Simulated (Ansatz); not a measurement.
**CdHg2Se3 (C2) at 3 levels of theory**

One geometry, relaxed with PBE; plane waves with PAW potentials in Ansatz, scalar-relativistic. No spin polarisation. Gaps are the least over mesh and band path; pressure is positive in compression.

Space group C2 (No. 5). a = 7.353 Å, b = 4.733 Å, c = 10.064 Å, α = 90.00°, β = 95.62°, γ = 90.00°
| atom | site | symmetry | x | y | z |
| --- | --- | --- | --- | --- | --- |
| Cd | 2a | 2 | 0.5000 | 0.1373 | 0.0000 |
| Hg | 4c | 1 | 0.6391 | 0.6429 | 0.6706 |
| Se | 2b | 2 | 0.5000 | 0.9890 | 0.5000 |
| Se | 4c | 1 | 0.7405 | 0.7939 | 0.1541 |

```
 level  cutoff (eV)  k mesh  gap (eV)  pressure (GPa)
   PBE          420   8×8×4      0.96             0.0
r2SCAN          500   8×8×4      1.24            -1.7
   LDA          420   8×8×4      0.83            -4.5
```

Spin-orbit coupling matters for the bands of heavy elements and is left out.

The cell was found from a structure generator's guess, not taken from experiment.
